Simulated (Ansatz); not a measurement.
Mg$_{3}$ZnO$_{4}$:
```
Mg3ZnO4
1.0
    4.17477     0.00000     0.00000
    0.00000     4.17477     0.00000
    0.00000     0.00000     4.17477
Mg Zn O
3 1 4
Direct
  0.00000   0.50000   0.50000
  0.50000   0.00000   0.50000
  0.50000   0.50000   0.00000
  0.00000   0.00000   0.00000
  0.50000   0.00000   0.00000
  0.00000   0.50000   0.00000
  0.00000   0.00000   0.50000
  0.50000   0.50000   0.50000
```

Relaxed with LDA. Special points in fractions of this cell's reciprocal vectors: Γ (0.000, 0.000, 0.000); X (0.000, 0.500, 0.000); M (0.500, 0.500, 0.000); R (0.500, 0.500, 0.500).

### Question
List the band energies nearest the valence-band maximum at these points for LDA (plane waves, PAW; program Ansatz).

### Answer
In eV from the valence-band maximum; about four levels below and three above (degenerate sets whole), none deeper than 8.9 eV; points with the same levels are listed once.

| k | below | above |
|---|---|---|
| Γ | -2.61 -2.61 -2.61 -1.26 -1.26 -1.26 | 2.46 6.11 8.57 8.57 8.57 |
| X | -2.15 -2.15 -1.77 -1.77 | 5.76 6.98 9.43 |
| M | -1.91 -1.88 -1.88 0.00 | 7.54 7.91 7.91 |
| R | -1.64 -1.64 -1.64 0.00 0.00 | 6.24 6.24 6.24 |

Space group Pm-3m. The first step of the workflow began from a Materials Project structure, measured or hypothetical; the Crystallography Open Database copy checked does not list it. With Mg and Zn taken as one species the cell has the higher symmetry Fm-3m, so it may be an ordered model of a mixed-site phase. Its standing as an ambient phase is unchecked. The cell was relaxed with LDA under the symmetry of its start; phonons on a q-mesh show no instability.

Potentials: the later of the program's two PAW sets.
